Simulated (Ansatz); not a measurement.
BaO:
```xyz
2
Lattice="0.0000 2.7449 2.7449 2.7449 0.0000 2.7449 2.7449 2.7449 0.0000" Properties=species:S:1:pos:R:3 pbc="T T T"
Ba     0.0000     0.0000     0.0000
O      2.7449     2.7449     2.7449
```

Relaxed with PBEsol.

Question: Decompose the optical modes at the zone centre into irreducible representations, and say which are infrared and Raman allowed.

Answer: Point group m-3m: Γ_opt = T1u. Infrared: T1u. Raman: none.

Question: Assign frequencies (DFPT, plane-wave PAW PBEsol (Ansatz code); without the LO–TO term).

Answer: T1u 77 cm⁻¹.

Space group Fm-3m (rock salt). The cell was relaxed with PBEsol under the symmetry of its start; of distortions, only those at the zone centre were tested. Spin–orbit coupling is left out wherever it is not named.

Potentials: the later of the program's two PAW sets.
